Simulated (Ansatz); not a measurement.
Relax this structure to zero stress and force, keeping its symmetry:

```
CELL_PARAMETERS angstrom
0.00000 3.44063 3.44063
3.44063 0.00000 3.44063
3.44063 3.44063 0.00000
ATOMIC_POSITIONS crystal
Sb 0.25000 0.25000 0.25000
Sb 0.75000 0.75000 0.75000
Au 0.00000 0.00000 0.00000
```

The calculation used Ansatz 0.2.0, DFT PBEsol, scalar-relativistic, plane waves, PAW.

Plane waves to 420 eV, a k mesh through Γ of 10×10×10 on the computed 3-atom cell and Gaussian smearing (0.10 eV); no spin polarisation.

Task: What does it relax to?

Result: The volume drops by 1.27 Å³/atom to 25.88 Å³/atom, and the energy falls by 14.4 meV/atom. Final structure:
```
Sb Au
1.0
     0.00000    3.38620    3.38620
     3.38620    0.00000    3.38620
     3.38620    3.38620    0.00000
Sb Au
2 1
Direct
  0.25000 0.25000 0.25000
  0.75000 0.75000 0.75000
  0.00000 0.00000 0.00000
```

Spin–orbit coupling is left out, which can shift energies with elements as heavy as these.

Cost: 1 run of about 0.67 core-minutes, on Arm Neoverse V1 (shared hosts).